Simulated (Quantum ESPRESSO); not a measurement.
```
CELL_PARAMETERS angstrom
      2.31255    -4.00263     0.00000
      2.31255     4.00263     0.00000
      0.00000     0.00000     7.61630
ATOMIC_POSITIONS crystal
  In 0.66812 0.33188 0.51185
  In 0.33188 0.66812 0.01185
  Sb 0.66550 0.33450 0.13815
  Sb 0.33450 0.66550 0.63815
```

The geometry is that of Materials Project entry mp-1007661, symmetrised and not relaxed again.

Q: What does norm-conserving PBEsol (Quantum ESPRESSO, 80 Ry, without SOC) give for the electronic structure near the Fermi level?

A: Along the path the PBEsol gap is only about 0.02 eV, below what this setup resolves reliably; no G0W0 run was built on it. Semilocal functionals shrink small gaps, and the order of the bands at the edge may be inverted. Without spin-orbit coupling, band edges of such heavy elements can be off by tenths of an eV.

This is not the ordinary phase of the substance; no match was found in the copy of COD used, and its stability was not checked.

Letters of k points follow the standard setting of the lattice, whose axes may be ordered differently from the printed cell.
